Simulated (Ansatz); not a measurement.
CuCl:
```yaml
crystal:
  lattice:
    - [0.00000, 2.64496, 2.64496]
    - [2.64496, 0.00000, 2.64496]
    - [2.64496, 2.64496, 0.00000]
  atoms:
    - { symbol: Cu, position: [0.00000, 0.00000, 0.00000] }
    - { symbol: Cl, position: [0.75000, 0.75000, 0.75000] }
```

x, y and z are the axes in which the lattice vectors are written.

Task: Give the proper piezoelectric stress tensor with relaxed ions from PBEsol in the plane-wave PAW code Ansatz.

Result: In C/m², rows x, y, z, Voigt columns; mesh uncertainty up to 0.01.
```
 0.00   0.00   0.00  -0.43   0.00   0.00
 0.00   0.00   0.00   0.00  -0.43   0.00
 0.00   0.00   0.00   0.00   0.00  -0.43
```

The elastic tensor of the same run (GPa):

```tsv
	1	2	3	4	5	6
1	71.3	58.7	58.7	0.0	0.0	0.0
2	58.7	71.3	58.7	0.0	0.0	0.0
3	58.7	58.7	71.3	0.0	0.0	0.0
4	0.0	0.0	0.0	15.9	0.0	0.0
5	0.0	0.0	0.0	0.0	15.9	0.0
6	0.0	0.0	0.0	0.0	0.0	15.9
```

Task: Convert to strain constants d = e·S.

Result: In pC/N:
```
  0.0    0.0    0.0  -27.2    0.0    0.0
  0.0    0.0    0.0    0.0  -27.2    0.0
  0.0    0.0    0.0    0.0    0.0  -27.2
```

Space group F-43m (zinc blende). Symmetry was held in the PBEsol relaxation. The run is not spin-polarised.

Potentials: the earlier of the program's two PAW sets.
